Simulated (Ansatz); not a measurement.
Input:

Si$_{3}$N$_{4}$:
```xyz
14
Lattice="7.6247 0.0000 0.0000 -3.8123 6.6032 0.0000 0.0000 0.0000 2.9105" Properties=species:S:1:pos:R:3 pbc="T T T"
Si    -1.5999     5.0685     0.7276
Si     2.4353     1.1487     2.1829
Si     0.2229     2.6834     0.7276
Si     5.4122     1.5347     2.1829
Si     1.3770     5.4545     0.7276
Si     3.5895     3.9198     2.1829
N      0.0000     4.4021     0.7276
N      3.8123     2.2011     2.1829
N      2.4032     0.1956     0.7276
N      1.0322     2.1791     2.1829
N      6.2536     1.9834     0.7276
N      1.4091     6.4075     2.1829
N      2.7802     4.4241     0.7276
N     -2.4413     4.6197     2.1829
```

This is the PBEsol-relaxed structure.

Question: All from PBEsol (plane waves, PAW; program Ansatz), unless another level is named. Predict the Hill bulk and shear moduli.

Answer: 242 and 118 GPa.

Question: Give the highest zone-centre frequency (without LO–TO term).

Answer: 1040 cm⁻¹.

Space group P6_3/m. The PBEsol relaxation kept the symmetry of its start; of distortions, only those at the zone centre were tested.

Potentials: the later of the program's two PAW sets.
